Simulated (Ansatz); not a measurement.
# Deforming Si₂W

```
Si W
1.0
    -1.60600    1.60600    3.94000
     1.60600   -1.60600    3.94000
     1.60600    1.60600   -3.94000
Si W
2 1
Direct
  0.33300 0.33300 0.00000
  0.66700 0.66700 0.00000
  0.00000 0.00000 0.00000
```

Atoms are numbered in the order listed.

Conventional cell: a = 3.212 Å, b = 3.212 Å, c = 7.880 Å, α = 90.00°, β = 90.00°, γ = 90.00°. Si (atom 1) is surrounded by 5 Si at 2.62 to 2.63 Å and 5 W at 2.62 Å. Around W (atom 3) lie 10 Si at 2.62 Å.

The geometry is COD entry 1010283, unchecked; take it as a test cell. It differs from other determinations.

Spin–orbit coupling is left out, though it moves levels of the heavy atoms by tenths of an eV or more.

Computed with Ansatz 0.2.0, DFT, LDA, all-electron PAW with datasets made for the crystal, scalar-relativistic.

Settings: a Γ-centred 11×11×14 k mesh, Fermi–Dirac smearing of 0.05 eV, cutoff 320 eV (chosen by the program for this cell), no spin polarisation; this mesh doesn't keep the crystal's whole symmetry, which leaves small spurious terms.

The unchanged cell is at -7.28 GPa.

In a metal, stresses and small energies carry noise from the k mesh.

x, y and z are the Cartesian axes of the cell as listed; fractional coordinates follow a strain, and an engineering shear is twice the off-diagonal strain component.

With equal xy, yz and zx engineering shear strains of -2 %: energy change +10 meV/atom; stress change (xx, yy, zz, yz, xz, xy) 0.33, 0.33, 0.32, 4.14, 4.14, 4.07 GPa, compression positive; change of the force on Si2 (0.025, 0.025, 0.017) eV/Å.

(1) With this change (equal xy, yz and zx engineering shear strains of +1 %), what becomes of the energy and stress?

With equal xy, yz and zx engineering shear strains of +3 %: energy change +21 meV/atom; stress change (xx, yy, zz, yz, xz, xy) 0.74, 0.74, 0.57, -5.50, -5.50, -5.46 GPa, compression positive; change of the force on Si1 (-0.002, -0.002, -0.019) eV/Å.

With equal xy, yz and zx engineering shear strains of -3 %: energy change +23 meV/atom; stress change (xx, yy, zz, yz, xz, xy) 0.76, 0.76, 0.73, 6.31, 6.31, 6.23 GPa, compression positive; change of the force on Si1 (-0.046, -0.046, -0.035) eV/Å.

(2) With this change (equal xy, yz and zx engineering shear strains of -1 %), what becomes of the energy and stress?

(3) With this change (equal xy, yz and zx engineering shear strains of +2 %), what becomes of the energy and stress?

Answers

(1) Energy change +2 meV/atom; stress change (xx, yy, zz, yz, xz, xy) 0.09, 0.09, 0.05, -1.94, -1.94, -1.90 GPa, compression positive.

(2) Energy change +3 meV/atom; stress change (xx, yy, zz, yz, xz, xy) 0.08, 0.08, 0.09, 2.03, 2.03, 1.99 GPa, compression positive.

(3) Energy change +9 meV/atom; stress change (xx, yy, zz, yz, xz, xy) 0.34, 0.34, 0.23, -3.78, -3.78, -3.72 GPa, compression positive.
